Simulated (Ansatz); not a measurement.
YSe, DFT, LDA, all-electron PAW with datasets made for the crystal, scalar-relativistic (Ansatz 0.2.0), run on 1 thread of Intel(R) Xeon(R) Platinum 8488C (Sapphire Rapids) on a shared host.

The geometry is COD entry 1527462, unchecked; take it as a test cell. The listed cell was then made from it by scaling, straining or moving an atom.

Command: `ansatz run input.yaml --threads 1 --pin off --max-ram 3072MiB --backend cpu --events-out ev --progress --plain --runs-dir out`

```yaml
crystal:
  lattice:
    - [0.0, 2.8653845436, 2.8653845436]
    - [2.8653845436, 0.0, 2.8653845436]
    - [2.8653845436, 2.8653845436, 0.0]
  atoms:
    - { symbol: "Y", position: [0.0, 0.0, 0.0] }
    - { symbol: Se, position: [0.5, 0.5, 0.5] }
kpoints:
  mp_grid: { grid: [7, 7, 7] }
scf:
  occupations: { method: fermi_dirac, width: 0.03 }
hamiltonian:
  xc: lda
  pseudopotentials: { kind: all_electron, datasets: crystal }
output:
  forces: true
  stress: true
  eigenvalues: true
  efg: { contact_densities: true }
```

Question: How large is the problem that the program sets up?

Answer: 20 irreducible k-points, 339 plane waves at Γ, 15 bands.

Question: About how long does it take, and how much memory does it use?

Answer: 5.2 s of wall time for 11 SCF iterations, with a peak of 0.5 GiB. Times on shared machines scatter by tens of per cent.
